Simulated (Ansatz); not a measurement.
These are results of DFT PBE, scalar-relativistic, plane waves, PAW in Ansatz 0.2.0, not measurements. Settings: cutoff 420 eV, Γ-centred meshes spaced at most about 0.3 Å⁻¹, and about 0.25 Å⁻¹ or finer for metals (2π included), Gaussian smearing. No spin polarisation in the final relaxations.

These are static total energies at zero pressure.

Two relaxed structures of InSbTe3:

A.

```
CELL_PARAMETERS angstrom
4.32544 0.00000 0.00000
-2.16272 3.74594 0.00000
0.00000 0.00000 10.53344
ATOMIC_POSITIONS crystal
In 0.66667 0.33333 0.19114
Sb 0.33333 0.66667 0.81541
Te 0.00000 0.00000 0.00475
Te 0.33333 0.66667 0.33360
Te 0.66667 0.33333 0.65511
```

B.

```
CELL_PARAMETERS angstrom
-2.92478 3.06414 4.89671
2.92478 -3.06414 4.89671
2.92478 3.06414 -4.89671
ATOMIC_POSITIONS crystal
In 0.00000 0.00000 0.00000
Sb 0.50000 0.50000 0.00000
Te 0.64780 0.14780 0.50000
Te 0.35220 0.85220 0.50000
Te 0.00000 0.50000 0.50000
```

**Question.** Which would you expect to be lower, and how large is the difference?

**Answer.** A is lower, by 213 meV/atom. A has space group P3m1 (No. 156), 34.1 Å³/atom and no gap on its mesh; B has space group Immm (No. 71), 35.1 Å³/atom and no gap. Counting Te atoms around In and Sb (those within 1.25 times the shortest such distance or 1.15 times the sum of covalent radii, 1.27 where that leaves under three; a plus sign parts nearer from farther groups), A has In 3+3, Sb 6 and B has In 2+4, Sb 6. B holds Te–Te pairs (shortest 2.89 Å); in A the shortest Te–Te distance is 4.21 Å. Both come from invented guesses.

Weakly bound directions are ill-defined at this level, which has no dispersion term (P3m1), and this can change margins and order among such cells. Spin–orbit coupling, which can matter for Sb and Te, is left out. The zero gap of P3m1 may come from the functional, which often closes small gaps, or the cell may be a true semimetal. Cells relaxed within their symmetry can be saddle points.
